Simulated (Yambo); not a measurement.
A G0W0@PBEsol run in Yambo for CaC2 (space group C2/c, No. 15) (4×4×2 Γ-centred k mesh, 140 bands and a 7 Ry block in the screening, 140 bands in G with the Bruneval-Gonze terminator, plasmon pole fitted at 27.2 eV) gives these matrix elements, in eV, at the band edges ((0.25, -0.25, 0) → (-0.5, -0.5, 0)):

| state | E0 | <Vxc> | <Σx> | <Σc(E0)> | Z |
|---|---|---|---|---|---|
| valence edge | 0.000 | -14.613 | -18.654 | 2.892 | 0.784 |
| conduction edge | 1.892 | -10.608 | -6.145 | -3.236 | 0.826 |

**Question.** Solve the linearised quasiparticle equation for both states, give the gap, and say how exchange and correlation each act on it.

**Answer.** E = E0 + Z(Σx + Σc − Vxc). Valence: 0.000 + 0.784 × (-18.654 + (2.892) − (-14.613)) = -0.90 eV. Conduction: 1.892 + 0.826 × (-6.145 + (-3.236) − (-10.608)) = 2.91 eV. The gap is 3.81 eV, against 1.89 eV in PBEsol. Replacing Vxc by bare exchange alone would open it by 8.50 eV; correlation takes back 6.13 eV of that, and Z scales what is left. Nearest settings tried, and what they do to the gap: 91 bands in G: +1 meV; 66 bands in W: +52 meV; 3 Ry block (57 vectors against 199): -260 meV. Not varied: mesh. So the settings aren't converged at that level. 

Geometry of the Materials Project entry, not relaxed at this level; primitive cell a = b = 3.8997 Å, c = 7.3841 Å, α = β = 104.58°, γ = 64.51°.

The structure is a Materials Project entry; no match was found in the copy of COD used, and its stability was not checked.
